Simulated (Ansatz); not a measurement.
All numbers below come from DFT PBE, scalar-relativistic, plane waves, PAW (Ansatz 0.2.0). Plane waves to 420 eV, a 10×10×10 mesh through Γ for the 4-atom cell and 0.10 eV Gaussian smearing; no spin polarisation.

Energies over the elements count from the elements' standard structures at the same level, with no fitted energy shifts.

Question: Find a candidate cubic metal with formula Sr3Bi, with a formation energy near −0.26 eV/atom and about 42 Å³ per atom, in a cell of 4 atoms. Its symmetry should be Fm-3m (No. 225).

Answer: Sr3Bi, space group Fm-3m (No. 225). Sr on a site of symmetry m-3m has 8 Sr at 3.81 Å and 6 Bi at 4.39 Å; Sr on a site of symmetry -43m has 4 Bi at 3.81 Å, 4 Sr at 3.81 Å and 6 Sr at 4.39 Å; around Bi lie 8 Sr at 3.81 Å and 6 Sr at 4.39 Å.

```cif
data_structure
_symmetry_space_group_name_H-M 'P 1'
_symmetry_Int_Tables_number 1
_cell_length_a 6.2148
_cell_length_b 6.2148
_cell_length_c 6.2148
_cell_angle_alpha 60.000
_cell_angle_beta 60.000
_cell_angle_gamma 60.000
_cell_volume 169.73
loop_
_atom_site_label
_atom_site_type_symbol
_atom_site_fract_x
_atom_site_fract_y
_atom_site_fract_z
_atom_site_occupancy
Sr1 Sr 0.50000 0.50000 0.50000 1
Sr2 Sr 0.25000 0.25000 0.25000 1
Sr3 Sr 0.75000 0.75000 0.75000 1
Bi1 Bi 0.00000 0.00000 0.00000 1
```

The volume per atom is 42.43 Å³. The density is 4.62 g/cm³. The energy over the elements is −0.26 eV/atom. The gap on the 10×10×10 mesh of the 4-atom cell is 0 eV (a metal).

The cell was found from a structure generator's guess, not taken from experiment. Other answers may fit too; this one was computed.

These runs have no spin–orbit coupling, which can matter for Bi. A structure relaxed within its symmetry needn't be a true minimum.
